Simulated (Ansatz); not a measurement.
**Band table of Si2W**

```yaml
crystal:
  lattice:
    - [-1.52281, 1.64101, 3.94000]
    - [1.64101, -1.52281, 3.94000]
    - [1.57099, 1.57099, -3.89182]
  atoms:
    - { symbol: Si, position: [0.33300, 0.33300, 0.00000] }
    - { symbol: Si, position: [0.66700, 0.66700, 0.00000] }
    - { symbol: W, position: [0.00000, 0.00000, 0.00000] }
```

Atoms are numbered in the order listed.

The geometry is COD entry 1010283, unchecked; take it as a test cell. It differs from other determinations. The listed cell was then made from it by scaling, straining or moving an atom.

Spin–orbit coupling is left out, though it moves levels of the heavy atoms by tenths of an eV or more.

These are results of DFT, LDA, all-electron LAPW, scalar-relativistic (Ansatz 0.2.0), not measurements.

Sampling and basis: a Γ-centred 11×11×14 k mesh, Fermi–Dirac smearing of 0.05 eV, basis error target 1 meV/atom, no spin polarisation.

Path points, in fractions of the reciprocal vectors: Γ (0.000, 0.000, 0.000), A (0.500, 0.500, -0.500), I2 (0.905, 0.095, -0.500), I (0.095, -0.095, -0.500), M2 (0.000, 0.000, -0.500), Y (0.500, -0.500, 0.000), L2 (0.500, 0.000, -0.500). Levels in eV from the Fermi level; bands 25 to 36, counted from the lowest band of the run. The gap is zero.

```
# k(1/Å) point b25 b26 b27 b28 b29 b30 b31 b32 b33 b34 b35 b36
0.000 Γ -13.98 -6.74 -3.79 -3.39 -2.91 -2.60 0.65 2.53 2.89 3.36 3.41 4.43
0.160 - -13.87 -7.20 -3.41 -3.37 -2.85 -2.51 0.66 1.93 2.79 2.99 3.31 5.18
0.319 - -13.54 -8.15 -3.50 -2.68 -2.62 -2.24 0.70 1.32 2.00 2.26 3.81 6.15
0.479 - -13.01 -9.20 -3.63 -2.42 -2.19 -1.82 0.74 1.04 1.12 1.91 4.65 6.43
0.638 - -12.33 -10.21 -3.73 -2.53 -1.58 -1.24 0.08 0.31 0.81 2.99 5.59 5.92
0.798 A -11.80 -10.84 -3.77 -2.61 -0.92 -0.70 -0.65 -0.37 0.82 4.31 4.74 6.11
1.025 - -11.66 -10.59 -4.00 -3.31 -0.99 -0.78 -0.60 -0.46 0.99 4.75 5.43 6.22
1.253 - -11.24 -9.91 -4.62 -4.51 -1.39 -1.24 -0.85 -0.11 1.32 5.09 5.41 5.97
1.480 - -10.52 -9.09 -5.66 -5.07 -2.14 -1.90 -0.89 0.32 1.81 2.54 5.43 7.29
1.708 - -9.51 -8.88 -5.70 -5.55 -2.73 -2.41 -1.67 0.78 1.38 2.41 5.98 6.76
1.935 I2 -9.26 -8.23 -5.88 -5.24 -3.57 -3.04 -2.15 1.43 2.06 2.91 5.14 5.71
2.291 - -9.33 -9.20 -6.49 -3.81 -3.52 -2.37 -1.82 1.12 1.63 3.02 4.51 6.26
2.647 - -9.94 -9.60 -5.99 -4.69 -2.77 -2.48 -0.62 2.20 2.63 3.52 4.54 5.14
3.003 - -9.94 -9.60 -5.99 -4.69 -2.77 -2.48 -0.62 2.20 2.63 3.52 4.54 5.14
3.358 - -9.33 -9.20 -6.49 -3.81 -3.52 -2.37 -1.82 1.12 1.63 3.02 4.51 6.26
3.714 I -9.26 -8.23 -5.88 -5.24 -3.57 -3.04 -2.15 1.43 2.06 2.91 5.14 5.71
3.767 - -9.34 -7.90 -5.94 -5.18 -4.02 -3.09 -1.96 1.65 2.29 2.99 4.76 5.36
3.821 - -9.41 -7.57 -5.98 -5.15 -4.45 -3.14 -1.75 1.88 2.51 3.04 4.40 5.03
3.874 - -9.46 -7.26 -6.01 -5.14 -4.82 -3.17 -1.57 2.10 2.72 3.07 4.09 4.74
3.927 - -9.49 -7.01 -6.04 -5.13 -5.10 -3.19 -1.44 2.29 2.87 3.09 3.88 4.52
3.981 M2 -9.50 -6.91 -6.06 -5.21 -5.13 -3.20 -1.40 2.37 2.92 3.09 3.80 4.44
4.253 - -10.09 -6.68 -6.49 -5.35 -3.87 -2.81 -1.69 1.74 2.90 3.19 3.88 4.24
4.526 - -11.47 -6.01 -6.00 -5.42 -3.24 -2.29 -2.17 1.92 3.22 3.59 4.11 4.66
4.799 - -12.79 -5.87 -5.12 -4.94 -2.82 -2.68 -1.66 2.46 3.63 3.78 4.26 4.28
5.072 - -13.67 -6.47 -4.44 -3.75 -3.12 -1.93 -0.76 2.30 3.32 3.68 3.87 4.41
5.344 Γ -13.98 -6.74 -3.79 -3.39 -2.91 -2.60 0.65 2.53 2.89 3.36 3.41 4.43
5.625 - -13.65 -6.43 -4.66 -3.41 -3.23 -2.13 -0.58 2.27 3.18 3.54 3.74 4.43
5.906 - -12.70 -5.77 -5.46 -4.81 -3.02 -2.54 -1.83 2.69 3.49 3.65 3.94 4.34
6.187 - -11.28 -6.06 -5.91 -5.83 -2.90 -2.71 -2.25 2.20 3.54 3.84 3.84 4.26
6.468 - -9.84 -6.75 -6.48 -5.87 -3.36 -3.02 -1.97 2.02 3.16 3.27 3.44 4.44
6.749 Y -9.30 -6.98 -5.82 -5.81 -4.87 -3.25 -1.71 2.81 2.91 2.91 3.72 4.60
6.962 - -9.35 -7.56 -6.27 -5.09 -4.21 -3.07 -2.04 2.20 2.61 3.00 3.69 4.86
7.176 - -9.50 -8.43 -6.47 -4.05 -3.59 -2.60 -2.51 1.42 2.42 3.11 3.77 5.32
7.389 - -9.71 -9.15 -6.20 -4.43 -2.89 -2.33 -1.87 1.21 2.57 3.29 4.02 5.73
7.603 - -9.94 -9.54 -5.85 -4.88 -2.67 -2.49 -0.83 1.95 2.66 3.84 4.41 4.86
7.816 L2 -10.05 -9.63 -5.80 -4.89 -2.73 -2.58 -0.38 2.64 2.82 4.05 4.27 5.10
8.030 - -11.17 -8.54 -5.68 -4.74 -2.62 -2.45 -0.76 2.14 3.25 3.37 4.22 5.43
8.243 - -12.32 -7.50 -5.49 -4.14 -2.47 -2.09 -1.36 1.46 2.46 3.89 4.35 5.70
8.457 - -13.22 -6.91 -5.07 -3.48 -2.53 -2.23 -0.98 1.51 2.15 4.06 4.52 5.10
8.670 - -13.79 -6.75 -4.30 -3.30 -2.78 -2.50 0.00 2.32 2.53 3.51 3.99 4.55
8.884 Γ -13.98 -6.74 -3.79 -3.39 -2.91 -2.60 0.65 2.53 2.89 3.36 3.41 4.43
```
